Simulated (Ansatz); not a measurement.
The slice is one period of a {100} plane through atoms; its size isn't given.

Method: r2SCAN (plane waves to 500 eV, PAW, scalar-relativistic; Ansatz, a program for electronic structure). Near the nuclei the fields are pseudised (PAW); where an atom keeps semicore shells as valence, they peak there.

```
|8888776644332211000000000011223344667788|
|7777665544332211110000001111223344556677|
|6666554433222211111111111111222233445566|
|5544443322222222222222222222222222334444|
|3333332222222233333333333333222222223333|
|2222222222223333444444444433332222222222|
|1111111122333344556666665544333322111111|
|0000111122334455778888887755443322111100|
|0000001122334466889999998866443322110000|
|0000001122334466889999998866443322110000|
|0000001122334466889999998866443322110000|
|0000111122334455778888887755443322111100|
|1111111122333344556666665544333322111111|
|2222222222223333444444444433332222222222|
|3333332222222233333333333333222222223333|
|5544443322222222222222222222222222334444|
|6666554433222211111111111111222233445566|
|7777665544332211110000001111223344556677|
|8888776644332211000000000011223344667788|
|9988776655332211000000000011223355667788|
```
Scale: ten equal steps from -1.39 (start of '0') to 1.25 (end of '9'), in the order '0123456789'. Values: log₁₀ of the valence density in e/Å³. The map has 20 points along u (two characters each, u = 0 at the left) and 20 along v (v = 0 in the bottom row). The scale is logarithmic, as a density can span decades between atoms and voids.

```
|xxxx..++++==--..          ..--==++++..xx|
|xx..--++++--::..::::--::::..::--++++--..|
|==++++++==--::--++######++--::--==++++++|
|**++++==----==##@@@@@@@@@@##==----==++++|
|====------++##@@@@@@@@@@@@@@##++------==|
|----::::==##@@@@%%######%%@@@@##==::::--|
|......--##@@@@##**++==++**##@@@@##--....|
|    ::++@@@@%%**--..xx..--**%%@@@@++::  |
|    ::##@@@@##++..xxxxxx..++##@@@@##::  |
|    --##@@@@##==xxxxxxxxxx==##@@@@##--  |
|    ::##@@@@##++..xxxxxx..++##@@@@##::  |
|    ::++@@@@%%**--..xx..--**%%@@@@++::  |
|......--##@@@@##**++==++**##@@@@##--....|
|----::::==##@@@@%%######%%@@@@##==::::--|
|====------++##@@@@@@@@@@@@@@##++------==|
|**++++==----==##@@@@@@@@@@##==----==++++|
|==++++++==--::--++######++--::--==++++++|
|xx..--++++--::..::::--::::..::--++++--..|
|xxxx..++++==--..          ..--==++++..xx|
|xxxxxx==**==--..          ..--==**==xxxx|
```
Scale: ten equal steps from 0.05 (start of ' ') to 0.68 (end of '@'), in the order ' .:-=+*#%@'. Values: electron localisation function (ELF). The map has 20 points along u (two characters each, u = 0 at the left) and 20 along v (v = 0 in the bottom row). Points within 0.5 Å of a nucleus are blanked (x), as the pseudised field means little there.

**Question.** Which relaxed crystal do these maps come from?
A. PbTe (rock salt)
B. KF (rock salt)
C. NaCl (rock salt)

**Answer.** A, PbTe (rock salt). Atoms on the slice: Te at (0.50, 0.50); Pb at (0.00, 0.00)

All were relaxed with their symmetry unable to fall. Spin-orbit coupling is left out.
